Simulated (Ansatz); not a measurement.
LiHg:
```xyz
2
Lattice="3.2593 0.0000 0.0000 0.0000 3.2593 0.0000 0.0000 0.0000 3.2593" Properties=species:S:1:pos:R:3 pbc="T T T"
Li     0.0000     0.0000     0.0000
Hg     1.6297     1.6297     1.6297
```

Relaxed with PBEsol. Special points in fractions of this cell's reciprocal vectors: Γ (0.000, 0.000, 0.000); X (0.000, 0.500, 0.000); M (0.500, 0.500, 0.000); R (0.500, 0.500, 0.500).

**Question.** List the band energies nearest the Fermi level at these points for DFT-PBEsol in the program Ansatz with PAW potentials.

**Answer.** In eV from the Fermi level; about four levels below and three above (degenerate sets whole), none deeper than 8.9 eV; … stands for higher levels left out; points with the same levels are listed once.

```csv
k,below,above
Γ,-7.97 -7.97 -6.70 -6.70 -6.70,5.25 5.25 5.25
X,-7.16 -7.16 -6.66 -4.56 -2.52,9.51 9.51 10.02
M,-6.23 -1.71 -1.10 -1.10,5.57 10.36 …
R,-7.85 -7.85 -7.85 -6.21 -6.21,1.29 2.46 2.46 2.46
```

Space group Pm-3m (CsCl type). The workflow started from an entry of the Crystallography Open Database (COD). Its standing as an ambient phase is unchecked. Symmetry was held in the PBEsol relaxation; its stability against distortions is not shown here. Spin–orbit coupling is left out wherever it is not named.

Potentials: the later of the program's two PAW sets.
